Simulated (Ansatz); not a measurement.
AlN:
Space group F-43m (No. 216); a = 4.3771 Å, b = 4.3771 Å, c = 4.3771 Å, α = 90.00°, β = 90.00°, γ = 90.00°

```json
[
 {"atom": "Al", "site": "4a", "symmetry": "-43m", "x": "0.0000", "y": "0.0000", "z": "0.0000"},
 {"atom": "N", "site": "4d", "symmetry": "-43m", "x": "0.7500", "y": "0.7500", "z": "0.7500"}
]
```
(The calculation used a cell of 2 atoms; values per cell refer to that cell.)

Relaxed with PBEsol. 

Question: HSE06 on this cell (Ansatz, a quantum-chemistry and plane-wave program, PAW) gives a gap of 4.55 eV. What does PBEsol give?

Answer: 3.19 eV.

Cost on shared cores: the PBEsol run (SCF on a 11×11×11 mesh, then bands and DOS) around 8 core-seconds (rough), the HSE06 run (SCF on 8×8×8, then a few points) around 50 core-seconds (rough); the tasks are unlike.

Symmetry was held in the PBEsol relaxation.

Potentials: the earlier of the program's two PAW sets. The files were generated under PBE; for other functionals the program regenerates the frozen cores, and for LDA and PBEsol the local potential too.

Ansatz is a plane-wave DFT program.
